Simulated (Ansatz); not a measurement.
Given:

SiNi:
```cif
data_Ni3Si3
_chemical_formula_sum 'Ni3 Si3'
_space_group_name_H-M_alt 'P 1'
_space_group_IT_number 1
_cell_length_a 4.85874
_cell_length_b 4.85874
_cell_length_c 3.81644
_cell_angle_alpha 90.000
_cell_angle_beta 90.000
_cell_angle_gamma 120.000
loop_
_space_group_symop_operation_xyz
  'x, y, z'
loop_
_atom_site_label
_atom_site_type_symbol
_atom_site_fract_x
_atom_site_fract_y
_atom_site_fract_z
_atom_site_occupancy
Ni1 Ni 0.50000 0.00000 0.00000 1
Ni2 Ni 0.50000 0.50000 0.00000 1
Ni3 Ni 0.00000 0.50000 0.00000 1
Si1 Si 0.00000 0.00000 0.00000 1
Si2 Si 0.33333 0.66667 0.50000 1
Si3 Si 0.66667 0.33333 0.50000 1
```

This is the PBE-relaxed structure.

### Question
All from DFT-PBE in the program Ansatz with PAW potentials, unless another level is named. Give the electronic character.

### Answer
metallic (no gap).

### Question
And the formation energy from the elements (no fitted shifts)?

### Answer
-0.35 eV/atom.

### Question
What about the density of states at the Fermi level?

### Answer
0.54 states/eV per atom (mean over ±0.08 eV).

Space group P6/mmm. The cell is a constructed one: a structure type filled with these elements; neither database checked (COD, Materials Project) lists it. It is not the phase usual at ambient conditions (space group No. 62). The cell was relaxed with PBE under the symmetry of its start; whether a distortion lowers the energy is not shown. The workflow began spin-polarised and lost its moments. The references are the lowest solids computed at this level, not always the standard phases.

Potentials: the later of the program's two PAW sets.
